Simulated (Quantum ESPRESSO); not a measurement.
Space group Pm-3m (No. 221); a = 3.818 Å, b = 3.818 Å, c = 3.818 Å, α = 90.00°, β = 90.00°, γ = 90.00°

```
atom  site  symmetry       x       y       z
----  ----  --------  ------  ------  ------
H       1b      m-3m  0.5000  0.5000  0.5000
Cs      1a      m-3m  0.0000  0.0000  0.0000
```

The geometry is that of Materials Project entry mp-632319, symmetrised and not relaxed again.

Q: What does PBEsol (pw.x of Quantum ESPRESSO, ONCV potentials, scalar-relativistic) give for the electronic structure near the Fermi level?

A: The PBEsol gap is indirect, 2.45 eV, from R to X; the smallest direct gap is 2.58 eV. 

The structure is a Materials Project entry; no match was found in the copy of COD used, and its stability was not checked.
